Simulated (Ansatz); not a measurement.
A geometry of Be away from equilibrium: step 3 of the relaxation of a relaxed Be cell displaced along its unstable phonon at q = (½, 0, 0) of its primitive reciprocal cell (287i cm⁻¹), largest move 0.15 Å. Calculation: r2SCAN (plane waves to 500 eV, PAW, scalar-relativistic; Ansatz, a quantum-chemistry and plane-wave program). Γ-centred k-mesh 17×17×13 on the run's cell (coarser than for final values), Fermi–Dirac smearing 0.05 eV. The plane waves were selected for a different cell earlier on the path.

```
CELL_PARAMETERS angstrom
      4.12117    -0.12775     0.00000
     -1.08561     1.88033     0.00000
      0.00000     0.00000     2.31153
ATOMIC_POSITIONS crystal
  Be 0.00000 0.00000 0.18845
  Be 0.50000 0.00000 0.81155
```

Problem. Give the Cartesian forces on all atoms (eV/Å).

Solution. 
```json
[
 {"atom": "Be1", "Fx": "0.00", "Fy": "0.00", "Fz": "0.85"},
 {"atom": "Be2", "Fx": "0.00", "Fy": "0.00", "Fz": "-0.85"}
]
```

The path ends in Fm-3m (No. 225) (fcc (Cu type)). No spin polarisation in the result.

The run could not lose the symmetry of its start, so the end can be a saddle point.

The end of the path is a generated cell of Be: the first start was made by placing the elements on the sites of a structure type, and the end was not matched to a known phase here, so it may be hypothetical. Known forms of Be include space group No. 194.
